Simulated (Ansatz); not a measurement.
Here is the system:

TaAl:
```cif
data_AlTa
_chemical_formula_sum 'Ta1 Al1'
_space_group_name_H-M_alt 'P 1'
_space_group_IT_number 1
_cell_length_a 3.69856
_cell_length_b 3.69856
_cell_length_c 3.69856
_cell_angle_alpha 60.000
_cell_angle_beta 60.000
_cell_angle_gamma 60.000
loop_
_space_group_symop_operation_xyz
  'x, y, z'
loop_
_atom_site_label
_atom_site_type_symbol
_atom_site_fract_x
_atom_site_fract_y
_atom_site_fract_z
_atom_site_occupancy
Ta1 Ta 0.00000 0.00000 0.00000 1
Al1 Al 0.50000 0.50000 0.50000 1
```

This is the PBEsol-relaxed structure.

Question: All from PBEsol (plane waves, PAW; program Ansatz), unless another level is named. Give the bulk modulus (Birch–Murnaghan fit).

Answer: 1300 kbar.

Question: And the elastic constants (relaxed ions, GPa)?

Answer: C11 = 352, C12 = 19.2, C44 = -4.3.

Question: What about the highest zone-centre frequency?

Answer: 382 cm⁻¹.

Space group Fm-3m (rock salt). The start of the workflow was typed in or built on a structure type; neither database checked (COD, Materials Project) lists it. Whether it is the stable phase at ambient conditions was not checked. The PBEsol relaxation kept the symmetry of its start. At this level the phase is mechanically unstable. The run is not spin-polarised. Its formation energy is positive at this level, so the cell may be metastable or incomplete. As this level gives no gap, shear constants depend on the k-mesh and smearing (Fermi–Dirac, 0.1 eV here). As this level gives no gap, phonon frequencies hold no LO–TO term and depend on the k-mesh and smearing (Fermi–Dirac, 0.1 eV here). Spin–orbit coupling is left out wherever it is not named.

Potentials: the later of the program's two PAW sets.
